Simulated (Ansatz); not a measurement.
## Cd: reading a single point

```yaml
crystal:
  lattice:
    - [1.64907, 2.85627, 0.00000]
    - [-1.64907, 2.85627, 0.00000]
    - [0.00000, 0.00000, 5.16784]
  atoms:
    - { symbol: Cd, position: [0.33333, 0.33333, 0.25000] }
    - { symbol: Cd, position: [0.66667, 0.66667, 0.75000] }
```

Level: PBE, no spin polarisation; 420 eV; 12×12×7 Γ-centred mesh; fermi-dirac occupations (width 0.1 eV); Ansatz 0.2.0, fixed geometry.

Question: Are the atoms at rest?

Answer: The forces vanish by the symmetry of the sites.

Question: Metal or insulator?

Answer: It is a metal, with about 0.63 states/eV a cell as the mean within 0.25 eV of the Fermi level.

Question: Is the cell too large or too small?

Answer: The pressure is -2.3 GPa (compression positive), so with the atoms held at these fractions the cell would first shrink.

Question: Describe some of the short contacts.

Answer: Cd–Cd at 3.21 Å: least valence density 0.13 e/Å³ and ELF 0.20 there. These are pseudo-fields; inside the PAW spheres they differ from the all-electron ones.

Origin: a known structure type with other elements, at an estimated volume, so it need not be a known compound.
